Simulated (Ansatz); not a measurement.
LiCl:
```
CELL_PARAMETERS angstrom
      0.00000     2.55620     2.55620
      2.55620     0.00000     2.55620
      2.55620     2.55620     0.00000
ATOMIC_POSITIONS crystal
  Li 0.00000 0.00000 0.00000
  Cl 0.50000 0.50000 0.50000
```

Relaxed with r²SCAN. Special points in fractions of this cell's reciprocal vectors: Γ (0.000, 0.000, 0.000); X (0.500, 0.000, 0.500); U (0.625, 0.250, 0.625); K (0.375, 0.375, 0.750); L (0.500, 0.500, 0.500); W (0.500, 0.250, 0.750).

Task: List the band energies nearest the valence-band maximum at these points for the program Ansatz at the r²SCAN level (PAW).

Result: In eV from the valence-band maximum; about four levels below and three above (degenerate sets whole), none deeper than 8.9 eV; points with the same levels are listed once.

```csv
k,below,above
Γ,0.00 0.00 0.00,7.29 12.51 12.51 12.51
X,-2.98 -1.14 -1.14,8.62 8.85 13.67
U,-2.55 -1.84 -0.86,8.81 10.69 12.44
L,-2.91 -0.28 -0.28,7.54 10.25 10.25
W,-2.18 -2.18 -1.10,10.34 11.07 11.22 11.22
```

Space group Fm-3m (rock salt). The cell was relaxed with r²SCAN under the symmetry of its start; phonons on a q-mesh show no instability.

Potentials: the later of the program's two PAW sets.
